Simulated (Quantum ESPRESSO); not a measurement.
# Strain and stress in MgGaZnS2ClSe

These are calculations, not measurements. They come from pw.x of Quantum ESPRESSO 7.5, a plane-wave density functional program, with PseudoDojo standard norm-conserving files (v0.5 for PBE, v0.4.1 for LDA and PBEsol). The cells are made up: elements, strain and atom displacements were drawn at random, and nothing was relaxed. There is no spin polarisation, spin-orbit coupling or dispersion term.

The cell has 8 sites of a zincblende or diamond lattice. Sites 1 to 4 hold Mg Ga empty Zn; sites 5 to 8 hold S S Cl Se. Cell vectors in Å: (5.453, -0.083, 0.032); (-0.083, 5.567, -0.021); (0.032, -0.021, 5.539). Settings: PBE, cutoff 1170 eV, 4 x 4 x 4 k mesh shifted by half a step, Fermi-Dirac smearing of 0.025 eV.

Each run adds a strain along z to one cell, with the atoms carried along; the vectors above are those of run 3. Stress is positive in tension and P is minus a third of its trace. E is the free energy for each atom above the lowest run shown. The last column is band 40 less band 39 at Gamma, from a band step after each run.

```
run  strain (%)  s_xx (GPa)  s_yy (GPa)  s_zz (GPa)  s_xy (GPa)  P (GPa)  E (meV/atom)  level step at Gamma (eV)
  1       -1.95       -5.19       -2.99       -2.92        1.23     3.70          9.35                     1.192
  2       -1.31       -4.79       -2.67       -2.48        1.19     3.31          6.79                     1.169
  3        0.14       -3.95       -1.99       -1.48        1.11     2.47          2.47                     1.114
  5        1.47       -3.24       -1.42       -0.59        1.04     1.75          0.42                     1.059
  6        1.86       -3.04       -1.26       -0.33        1.02     1.54          0.13                     1.042
  7        2.44       -2.76       -1.03        0.05        0.98     1.25          0.00                     1.017
  4        1.15           ?           ?           ?           ?        ?             ?                         ?
```

A rerun of one of these cells at 1467 eV and k mesh 6 x 6 x 6 moved values by no more than 0.002 eV in the cell's energy, 0.02 GPa in stress and 0.006 eV/Å in force.

## Worked fit

A parabola through the six runs shown gives s_zz = -1.58 + 0.68 e - 0.005 e² GPa, with e in per cent and a scatter of 0.01 GPa. The slope is a stiffness of 68 ± 1 GPa for each unit of this strain at e = 0. The atoms are clamped, and relaxing them would in general lower it. The error is the larger of the fit's own and the change that a cubic makes, rounded up.

## Withheld run

Question: what s_zz should run 4 give?

The fit gives -0.80 GPa. The calculation gave -0.80 GPa.

| run | strain (%) | s_xx (GPa) | s_yy (GPa) | s_zz (GPa) | s_xy (GPa) | P (GPa) | E (meV/atom) | level step at Gamma (eV) |
| --- | --- | --- | --- | --- | --- | --- | --- | --- |
| 4 | 1.15 | -3.41 | -1.55 | -0.80 | 1.06 | 1.92 | 0.75 | 1.073 |